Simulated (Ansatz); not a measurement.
**Surface calculation: fcc Au (111), 6 layers**

The slab is cut from the fcc crystal, the stable phase, as relaxed on PAW files (17.97 Å³/atom), with 16 Å of vacuum and a dipole correction:

```xyz
6
Lattice="2.9401 0.0000 0.0000 -1.4700 2.5462 0.0000 0.0000 0.0000 28.0029" Properties=species:S:1:pos:R:3 pbc="T T T"
Au    0.0000    0.8487    8.0000
Au    0.0000    2.5462   10.4006
Au    1.4700    1.6975   12.8012
Au    0.0000    0.8487   15.2017
Au    0.0000    2.5462   17.6023
Au    1.4700    1.6975   20.0029
```

Level of theory: DFT with PBE, scalar-relativistic, in Ansatz 0.2.0; a Γ-centred 13×13×1 k mesh, Fermi–Dirac smearing of 0.05 eV, no spin polarisation. LAPW: all electrons, basis error target 1 meV/atom; PAW: frozen-core files, cutoff 420 eV.

The bulk energy comes from a cell in the slab's orientation on a 13×13×5 mesh. The surface energy is (E(slab) − N·E(bulk))/2A at zero smearing, the mean of both faces; thin slabs carry quantum-size effects.

Spin–orbit coupling is left out, which matters for the heavy atoms.

Task: As cut, the LAPW slab lies 0.677 eV above 6 atoms of bulk. What surface energy is that?

Result: Over two faces of 7.49 Å² it is 45.2 meV/Å², and times 16.02 J/m² per eV/Å² that gives γ = 0.724 J/m².

| method | γ as cut (J/m²) | γ relaxed (J/m²) | Φ as cut (eV) | Φ relaxed (eV) |
| --- | --- | --- | --- | --- |
| LAPW | 0.724 | 0.724 | 5.22 | 5.22 |
| PAW | 0.724 | 0.723 | 5.22 | 5.22 |

Task: How do the spacings between the planes relax?

Result: From the bottom face up: d12 +0.6 % of 2.401 Å, d23 -0.4 % of 2.401 Å, d34 +0.2 % of 2.401 Å, d45 -0.4 % of 2.401 Å, d56 +0.6 % of 2.401 Å.

Task: What changes if the images along the normal are cut off in place of the dipole correction?

Result: LAPW then gives: no gap, work function 5.22 eV; PAW: no gap, work function 5.22 eV.

Task: A 4f core hole is made on one atom of each kind in every 1×1 cell (PAW hole dataset, neutral cell, valence without spin). What does it cost by layer?

Result: layer 1 84.52 eV, layer 2 84.86 eV, layer 3 84.91 eV. Shifts between layers mean more than the absolute values, and a whole layer of holes screens otherwise than one hole.
